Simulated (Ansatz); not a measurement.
# Where the states of MgB₂ lie

```
Mg B
1.0
     3.08500    0.00000    0.00000
    -1.54250    2.67169    0.00000
     0.00000    0.00000    3.52300
Mg B
1 2
Direct
  0.00000 0.00000 0.00000
  0.33333 0.66667 0.50000
  0.66667 0.33333 0.50000
```

The geometry is COD entry 1000026, unchecked; take it as a test cell.

Level of theory: DFT, LDA, all-electron LAPW, scalar-relativistic (Ansatz 0.2.0).

Sampling and basis: a Γ-centred 15×15×12 k mesh, Fermi–Dirac smearing of 0.05 eV, basis error target 0.5 meV/atom, no spin polarisation.

States per eV and cell, averaged over 0.4 eV, from -5.8 to 3.6 eV, with energies (bin centres) from the Fermi level; empty bins are left out. 

```json
{"E (eV)": "-5.7", "total": "0.60"}
{"E (eV)": "-5.3", "total": "0.70"}
{"E (eV)": "-4.9", "total": "0.78"}
{"E (eV)": "-4.5", "total": "0.68"}
{"E (eV)": "-4.1", "total": "0.87"}
{"E (eV)": "-3.7", "total": "0.91"}
{"E (eV)": "-3.3", "total": "0.97"}
{"E (eV)": "-2.9", "total": "1.06"}
{"E (eV)": "-2.5", "total": "1.09"}
{"E (eV)": "-2.1", "total": "1.28"}
{"E (eV)": "-1.7", "total": "1.04"}
{"E (eV)": "-1.3", "total": "0.91"}
{"E (eV)": "-0.9", "total": "0.87"}
{"E (eV)": "-0.5", "total": "0.80"}
{"E (eV)": "-0.1", "total": "0.73"}
{"E (eV)": "0.3", "total": "0.58"}
{"E (eV)": "0.7", "total": "0.33"}
{"E (eV)": "1.1", "total": "0.28"}
{"E (eV)": "1.5", "total": "0.28"}
{"E (eV)": "1.9", "total": "0.32"}
{"E (eV)": "2.3", "total": "0.38"}
{"E (eV)": "2.7", "total": "0.44"}
{"E (eV)": "3.1", "total": "0.45"}
{"E (eV)": "3.5", "total": "0.51"}
```
